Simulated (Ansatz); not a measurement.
Mg2H6Os in space group Fm-3m (No. 225; Mg on 8c, H on 24e, Os on 4a), r²SCAN in the plane-wave PAW code Ansatz. The conduction-band minimum lies on the Γ–X line, 85 % of the way from Γ, with 6 equivalent valleys. Second derivatives d²E/dk² of the lowest band at one valley (eV·Å²), along Cartesian directions:

| direction | d²E/dk² |
|---|---|
| [100] | 2.554 |
| [010] | 14.45 |
| [001] | 14.45 |
| [110] | 8.498 |
| [101] | 8.498 |
| [011] | 14.44 |

Question: Find the principal effective masses, the density-of-states mass and the conductivity mass.

Answer: Off-diagonal terms follow from H_xy = H[110] − (H_xx + H_yy)/2, and m*/mₑ = 7.620 eV·Å² over each eigenvalue: 0.53, 0.53, 3.0. One valley's DOS mass (m₁m₂m₃)^(1/3) = 0.94, conductivity mass 3/(Σ 1/mᵢ) = 0.73 mₑ.

Question: What effective density of states Nc follows at 300 K for parabolic valleys?

Answer: Nc = 2.509e19 × 6 × (0.94)^(3/2) ≈ 1.4e20 cm⁻³.

The first step of the workflow began from a Materials Project structure, measured or hypothetical; the Crystallography Open Database copy checked does not list it. Its standing as an ambient phase is unchecked. Symmetry was held in the r²SCAN relaxation. At this level the phase is dynamically unstable (imaginary phonons). The run is not spin-polarised. Scalar-relativistic: spin–orbit coupling is off unless named, which matters more the heavier the elements.

Potentials: the later of the program's two PAW sets.

Edges and masses are those of Kohn–Sham bands, whose gap is no quasiparticle gap.
